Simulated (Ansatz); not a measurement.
Crystals of one structure type (NiAs type) and one family of elements, relaxed and computed with plane-wave PAW r²SCAN (Ansatz code).

```tsv
crystal	V (Å³/atom)	B₀ by P(V) fit (GPa)
GaAs	19.11	78.8
InP	21.07	?
GaSb	23.82	59.5
InSb	28.50	52.8
```

### Question
Fit a straight line to ln B₀ against ln V and predict the withheld value.

### Answer
Least squares on the 3 shown rows: ln B₀ = -1.01 × ln V + (7.328), with a scatter of 3 %. For InP this gives 70.1. The run itself gave 82.0, outside the scatter: the line misses something about this case.

Typed or built starts, not in the databases checked: GaAs, NiAs type; InP, NiAs type; GaSb, NiAs type; InSb, NiAs type. Not the usual ambient phase: GaAs, NiAs type; InP, NiAs type; GaSb, NiAs type; InSb, NiAs type. All cells were relaxed under the symmetry of their starts (and spin orders); stability against distortions was not tested throughout. Scalar-relativistic: spin–orbit coupling is off unless named, which matters more the heavier the elements.

Potentials: the later of the program's two PAW sets.
